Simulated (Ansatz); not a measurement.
A geometry of K away from equilibrium: the start of the relaxation of a generated cell, K built in the AFLOW prototype A_tP12_96_ab (as in Si). Computed with PBEsol (plane waves to 420 eV, PAW, scalar-relativistic; Ansatz, a program for electronic structure). Γ-centred k-mesh 3×3×3 on the run's cell (coarser than for final values), Fermi–Dirac smearing 0.05 eV.

```xyz
12
Lattice="8.7989 0.0000 0.0000 0.0000 8.7989 0.0000 0.0000 0.0000 11.0866" Properties=species:S:1:pos:R:3:forces:R:3 pbc="T T T" free_energy=-18189.941 pressure_GPa=0.4
K      0.7470     0.7470     0.0000    0.2096    0.2096    0.0000
K      5.1465     3.6524     2.7717    0.2096   -0.2096    0.0000
K      3.6524     5.1465     8.3150   -0.2096    0.2096    0.0000
K      8.0519     8.0519     5.5433   -0.2096   -0.2096    0.0000
K      1.5416     3.3365     3.0400   -0.1305   -0.0760    0.1652
K      5.9410     1.0629    10.8183   -0.1305    0.0760   -0.1652
K      2.8579     7.7360     5.2750    0.1305   -0.0760   -0.1652
K      7.2573     5.4624     8.5833    0.1305    0.0760    0.1652
K      5.4624     7.2573     2.5034    0.0760    0.1305   -0.1652
K      1.0629     5.9410     0.2683    0.0760   -0.1305    0.1652
K      7.7360     2.8579     5.8116   -0.0760    0.1305    0.1652
K      3.3365     1.5416     8.0467   -0.0760   -0.1305   -0.1652
```

Positions in Å, forces in eV/Å, free energy of the cell in eV (comparable only within this code, potentials and settings). Largest force: 0.30 eV/Å, on K1, K2, K3, K4 (atoms numbered as listed); the geometry lies 0.17 eV/atom above the end of its relaxation.

No spin polarisation in the result.

The run could not lose the symmetry of its start: the end is stationary, and may be a saddle point rather than a minimum.

The end of the path is a generated cell of K: the first start was made by placing the elements on the sites of a structure type, and the end was not matched to a known phase here, so it may be hypothetical. Known forms of K include space group No. 229.
